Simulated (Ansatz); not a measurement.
Relaxed-ion elastic tensor of Cd (hcp (Mg type), P6_3/mmc) in GPa (Voigt order), LDA in the plane-wave PAW code Ansatz; density 9.38 g/cm³, 19.91 Å³ per atom.

```csv
,1,2,3,4,5,6
1,135,59.1,52.0,0.0,0.0,0.0
2,59.1,135,52.0,0.0,0.0,0.0
3,52.0,52.0,68.0,0.0,0.0,0.0
4,0.0,0.0,0.0,20.7,0.0,0.0
5,0.0,0.0,0.0,0.0,20.7,0.0
6,0.0,0.0,0.0,0.0,0.0,38.0
```

Q: Is the crystal mechanically stable?

A: Yes: the smallest eigenvalue of C is 20.7 GPa.

Q: Work out the Voigt, Reuss and Hill averages.

A: K_V = 73.8, K_R = 63.8, K_H = 68.8; G_V = 27.5, G_R = 24.3, G_H = 25.9 GPa.

Q: Give Young's modulus, Poisson's ratio, Pugh's ratio and the universal anisotropy index.

A: E = 9KG/(3K + G) = 69.1 GPa; ν = 0.33; K/G = 2.65 (ductile by the Pugh limit of 1.75); A_U = 5G_V/G_R + K_V/K_R − 6 = 0.83.

Q: Estimate the sound speeds and the Debye temperature.

A: v_l = √((K + 4G/3)/ρ) = 3320 m/s, v_t = √(G/ρ) = 1660 m/s, mean 1860 m/s; Θ = (h/k)(3n/4πV)^(1/3) v_m = 205 K.

Q: How much does each axis shrink under pressure?

A: Linear compressibilities β_i = Σ_j S_ij (j = 1 to 3): x 2.1, y 2.1, z 12 per TPa.

The cell was relaxed with LDA under the symmetry of its start. As this level gives no gap, shear constants depend on the k-mesh and smearing (Fermi–Dirac, 0.1 eV here). On the denser mesh and wider smearing of the elastic run this cell carries a stress of 0.4 GPa.

Potentials: the later of the program's two PAW sets.
